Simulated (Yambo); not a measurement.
```
CELL_PARAMETERS angstrom
      3.98858     0.00000     0.00000
      0.00000     3.98858     0.00000
      0.00000     0.00000     3.98858
ATOMIC_POSITIONS crystal
  Li 0.50000 0.50000 0.50000
  F  0.00000 0.50000 0.50000
  F  0.50000 0.00000 0.50000
  F  0.50000 0.50000 0.00000
  Ba 0.00000 0.00000 0.00000
```

LiBaF3 (cubic perovskite, space group Pm-3m, No. 221): mean Im ε in 1 eV windows above the direct gap of 9.89 eV, for different electron-hole kernels (Yambo, broadening 0.15 eV, PBEsol (pw.x of Quantum ESPRESSO, ONCV potentials, with spin-orbit coupling) bands; 4×4×4 mesh, 18 valence and 12 conduction bands, static screening with 80 bands and a 3 Ry block, scissor 3.33 eV, Tamm-Dancoff; field along x).

```json
[
 {"window (eV)": "9.9 to 10.9", "independent quasiparticles": "0.2", "RPA (no attraction)": "0.2", "BSE": "4.0"},
 {"window (eV)": "10.9 to 11.9", "independent quasiparticles": "1.1", "RPA (no attraction)": "0.8", "BSE": "2.0"},
 {"window (eV)": "11.9 to 12.9", "independent quasiparticles": "3.0", "RPA (no attraction)": "2.2", "BSE": "2.0"},
 {"window (eV)": "12.9 to 13.9", "independent quasiparticles": "3.9", "RPA (no attraction)": "3.9", "BSE": "0.9"},
 {"window (eV)": "13.9 to 14.9", "independent quasiparticles": "2.8", "RPA (no attraction)": "3.3", "BSE": "0.4"}
]
```

This run doesn't resolve bound excitons or single peaks, so only averages are given, and they too depend on the mesh; weight that the attraction moves below the gap isn't listed. All transitions below 15.48 eV are in the band window. The scissor comes from a G0W0 run whose convergence isn't established.

The cell is held in this high symmetry; tilts and polar distortions were not searched.

Geometry of the Materials Project entry, not relaxed at this level.

The structure is a Materials Project entry; no match was found in the copy of COD used, and its stability was not checked.
